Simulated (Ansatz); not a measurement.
The relaxed structure here is a generated cell of Cu2O: the first start was made by placing the elements on the sites of a structure type, and the end was not matched to a known phase here, so it may be hypothetical. Known forms of Cu2O include space group No. 224.

One starting cell of Cu$_{2}$O (a generated cell, Cu2O placed in the AFLOW prototype AB2_hP9_162_ad_k (as in V2N)) was relaxed twice with Ansatz (plane waves, PAW, scalar-relativistic): with r2SCAN at 500 eV and with PBE at 420 eV. The r2SCAN result:

```
CELL_PARAMETERS angstrom
      4.89315     0.00000     0.00000
     -2.44657     4.23759     0.00000
      0.00000     0.00000     4.73831
ATOMIC_POSITIONS crystal
  Cu 0.00000 0.35329 0.21755
  Cu 0.64671 0.64671 0.21755
  Cu 0.35329 0.00000 0.21755
  Cu 0.64671 0.00000 0.78245
  Cu 0.00000 0.64671 0.78245
  Cu 0.35329 0.35329 0.78245
  O  0.00000 0.00000 0.00000
  O  0.33333 0.66667 0.50000
  O  0.66667 0.33333 0.50000
```

| quantity | r2SCAN | PBE |
|---|---|---|
| space group | P-31m | P-31m |
| volume (Å³/atom) | 10.92 | ? |
| a (Å) | 4.893 | ? |
| c (Å) | 4.738 | ? |
| gap (eV, no spin-orbit coupling) | 0.00 | ? |

Problem. Fill in the PBE column.

Solution. 
- volume (Å³/atom), PBE: 11.37
- a (Å), PBE: 4.946
- c (Å), PBE: 4.829
- gap (eV, no spin-orbit coupling), PBE: 0.00

Both levels end in the same structure; PBE's volume is 4.1 % larger. Neither column is exact.

No spin polarisation in the result. No Hubbard U is applied.

The run could not lose the symmetry of its start: the end is stationary, and may be a saddle point rather than a minimum.

Ansatz is an electronic-structure program.
